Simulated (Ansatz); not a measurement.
Input:

NbCd3:
```
NbCd3
1.0
    4.18445     0.00000     0.00000
    0.00000     4.18445     0.00000
    0.00000     0.00000     4.18445
Cd Nb
3 1
Direct
  0.00000   0.50000   0.50000
  0.50000   0.00000   0.50000
  0.50000   0.50000   0.00000
  0.00000   0.00000   0.00000
```

This is the LDA-relaxed structure.

Task: All from LDA in the plane-wave PAW code Ansatz, unless another level is named. Give the density of states at the Fermi level.

Result: 0.39 states/eV per atom (mean over ±0.08 eV).

Task: Predict the formation energy from the elements (no fitted shifts).

Result: 0.074 eV/atom.

Space group Pm-3m (Cu3Au type). The workflow started from an entry of the Crystallography Open Database (COD). Whether it is the stable phase at ambient conditions was not checked. The LDA relaxation kept the symmetry of its start; of distortions, only those at the zone centre were tested. The run is not spin-polarised. The references are the lowest solids computed at this level, not always the standard phases. Scalar-relativistic: spin–orbit coupling is off unless named, which matters more the heavier the elements.

Potentials: the later of the program's two PAW sets.
